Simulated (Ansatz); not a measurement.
**Cs₂PdI₆ single point**

Input file of Ansatz 0.2.0:

```yaml
crystal:
  lattice:
    - [-4.473803, 4.473803, 4.599748]
    - [4.473803, -4.473803, 4.599748]
    - [4.473803, 4.473803, -4.599748]
  atoms:
    - { symbol: Pd, position: [0.0, 0.0, 0.0] }
    - { symbol: Cs, position: [0.75, 0.25, 0.5] }
    - { symbol: Cs, position: [0.25, 0.75, 0.5] }
    - { symbol: I, position: [0.79379, 0.79379, 0.58758] }
    - { symbol: I, position: [0.79379, 0.20621, 0.0] }
    - { symbol: I, position: [0.20621, 0.20621, 0.41242] }
    - { symbol: I, position: [0.20621, 0.79379, 0.0] }
    - { symbol: I, position: [0.65006, 0.65006, 0.0] }
    - { symbol: I, position: [0.34994, 0.34994, 0.0] }
  symmetry: { tolerance: 0.0003 }
kpoints:
  mp_grid: { grid: [4, 4, 4], shift: [0, 0, 0] }
  band_path:
    path:
      - [0.0, 0.0, 0.0]
      - [0.0, 0.0, 0.5]
      - [0.25, 0.25, 0.25]
      - [0.0, 0.5, 0.0]
      - [0.0, 0.0, 0.0]
      - [0.5, 0.5, -0.5]
      - [0.486497, 0.513503, -0.486497]
    npoints: 8
magnetization:
  noncollinear: true
  spin_orbit: true
scf:
  occupations: { method: methfessel_paxton, width: 0.0347 }
  lower_state_search: "off"
  max_iter: 200
hamiltonian:
  pseudopotentials: { kind: paw_fr }
  xc: r2scan
basis:
  ecutwfc: 500
  fft_grid_basis: typed
output:
  forces: true
  stress: true
  eigenvalues: true
  bader: true
  populations: true
  elf: true
  write_potential: true
  volumetric_format: npy
  dos:
    e_range: [-12, 8]
    de: 0.05
    projected: { site_lists: { Cs: [Cs], I: [I], Pd: [Pd] } }
    method: { smearing: { sigma: 0.1, scheme: gaussian } }
checkpoint:
  read: saved_state
```

The saved state is an earlier solution for the same cell, perhaps on another mesh. The state carries no moments; the state need not be the lowest.

Output (shortened):

```
Pseudopotentials: kind: paw_fr
Pseudopotential: Pd, paw_fr, valence charge 18, recommended cutoff 500 eV (meta_gga), Pd.paw.azcp#standard-fr
Pseudopotential: Cs, paw_fr, valence charge 9, recommended cutoff 500 eV (meta_gga), Cs.paw.azcp#standard-fr
Pseudopotential: I, paw_fr, valence charge 17, recommended cutoff 500 eV (meta_gga), I.paw.azcp#standard-fr
Functional definition: r2SCAN
  exchange = r2scan_x(k0 = k0, k1 = k1, a1 = a1)
  correlation = r2scan_c
Crystal: 9 atoms, lattice volume = 368.254 Å³
Basis set: ecut = 500 eV, 9389 PW (Γ), exchange–correlation on 240×240×240 points (64 copies of the dense FFT grid, shifted against one another)
Bands: 166, of which v1, the nominal top of the filled ones, is band 138 counted from 1 (137 counted from 0)
Symmetry: 16 space group operations + 16 with time reversal
Magnetic group: BNS 139.532 (UNI 1192), of the structure as read, at distance tolerance 2.2e-3 Å
k-points: 13 of 64
Initial density: read from a saved state, or passed on in memory by an earlier SCF of this step, an earlier step, the calling program or the single point that the run made first
Functional: x = r2scan, c = r2scan; τ floored in thin density (d = 2e-4 eV/Å³)
SCF iter   1: F=—  Δρ=5.22e-3  dr2=7.74e-3  dr2_τ=9.23e-4  dr2_m=0.00e0 (ungated)  |M|=0.00e0 ∫|m|=0.00e0 μB
SCF iter   2: F=—  S|Δr|=    0.00e0  Δρ=3.69e-3  dr2=3.50e-3  dr2_τ=1.85e-3  dr2_m=0.00e0 (ungated)  |M|=0.00e0 ∫|m|=0.00e0 μB  defer=2
SCF iter   3: F=—  S|Δr|=    0.00e0  Δρ=1.07e-3  dr2=1.66e-3  dr2_τ=1.59e-4  dr2_m=0.00e0 (ungated)  |M|=0.00e0 ∫|m|=0.00e0 μB
SCF iter   4: F=—  S|Δr|=    0.00e0  Δρ=1.06e-4  dr2=2.90e-5  dr2_τ=1.76e-6  dr2_m=0.00e0 (ungated)  |M|=0.00e0 ∫|m|=0.00e0 μB
SCF iter   5: F=—  S|Δr|=    0.00e0  Δρ=6.16e-5  dr2=9.75e-6  dr2_τ=2.05e-7  dr2_m=0.00e0 (ungated)  |M|=0.00e0 ∫|m|=0.00e0 μB
SCF iter   6: F=—  S|Δr|=    0.00e0  Δρ=8.20e-6  dr2=5.04e-7  dr2_τ=6.32e-9  dr2_m=0.00e0 (ungated)  |M|=0.00e0 ∫|m|=0.00e0 μB
SCF iter   7: F=-63429.0107 eV  S|Δr|=    0.00e0  Δρ=4.30e-6  dr2=6.46e-8  dr2_τ=1.99e-9  dr2_m=0.00e0 (ungated)  |M|=0.00e0 ∫|m|=0.00e0 μB
Magnetization: |M| = 0.0000 μB,  M = (+0.0000, +0.0000, +0.0000) μB
Absolute magnetization: 0.0000 μB (∫|m|)
  site 0: m = (+0.0000, +0.0000, +0.0000) μB, |m| = 0.0000 μB  (R = 1.08 Å)
  site 1: m = (+0.0000, +0.0000, +0.0000) μB, |m| = 0.0000 μB  (R = 1.63 Å)
  site 2: m = (+0.0000, +0.0000, +0.0000) μB, |m| = 0.0000 μB  (R = 1.63 Å)
  site 3: m = (+0.0000, +0.0000, +0.0000) μB, |m| = 0.0000 μB  (R = 1.08 Å)
  site 4: m = (+0.0000, +0.0000, +0.0000) μB, |m| = 0.0000 μB  (R = 1.08 Å)
  site 5: m = (+0.0000, +0.0000, +0.0000) μB, |m| = 0.0000 μB  (R = 1.08 Å)
  site 6: m = (+0.0000, +0.0000, +0.0000) μB, |m| = 0.0000 μB  (R = 1.08 Å)
  site 7: m = (+0.0000, +0.0000, +0.0000) μB, |m| = 0.0000 μB  (R = 1.14 Å)
  site 8: m = (+0.0000, +0.0000, +0.0000) μB, |m| = 0.0000 μB  (R = 1.14 Å)
Free energy (F): -63429.0107 eV
Harris-Foulkes:  -63429.0107 eV  (|F-HF|=4.41e-8)
Internal energy: -63429.0107 eV  (E = F + TS)
E sigma→0 (E₀):  -63429.0107 eV
Fermi energy:    5.6978 eV
--- Forces (eV/Å), atoms counted from 1 ---
  atom   1  Pd     0.0000     0.0000     0.0000
  atom   2  Cs     0.0000     0.0000     0.0000
  atom   3  Cs     0.0000     0.0000     0.0000
  atom   4  I     -0.2264    -0.2264     0.0000
  atom   5  I      0.2264    -0.2264     0.0000
  atom   6  I      0.2264     0.2264     0.0000
  atom   7  I     -0.2264     0.2264     0.0000
  atom   8  I      0.0000     0.0000     0.6864
  atom   9  I      0.0000     0.0000    -0.6864
--- Stress (GPa, compression-positive) ---
        1.3956       0.0000       0.0000
        0.0000       1.3956       0.0000
        0.0000       0.0000       1.2501
  P = ⅓ Tr σ = 1.3471 GPa (13.471 kbar)
--- Bader charges: 9 sites ---
  site symbol  charge [e]  shift [e]  m_x [muB]  m_y [muB]  m_z [muB]
     0     Pd      0.1583     0.0081     0.0000     0.0000     0.0000
     1     Cs      0.8292     0.0000     0.0000     0.0000     0.0000
     2     Cs      0.8292     0.0000     0.0000     0.0000     0.0000
     3      I     -0.3974     0.0020     0.0000     0.0000     0.0000
     4      I     -0.3974     0.0020     0.0000     0.0000     0.0000
     5      I     -0.3974     0.0020     0.0000     0.0000     0.0000
     6      I     -0.3974     0.0020     0.0000     0.0000     0.0000
     7      I     -0.1135     0.0000     0.0000     0.0000     0.0000
     8      I     -0.1135     0.0000     0.0000     0.0000     0.0000
```

Absolute energies hang on the potentials; compare differences alone.

Origin: a database entry at a rescaled volume.
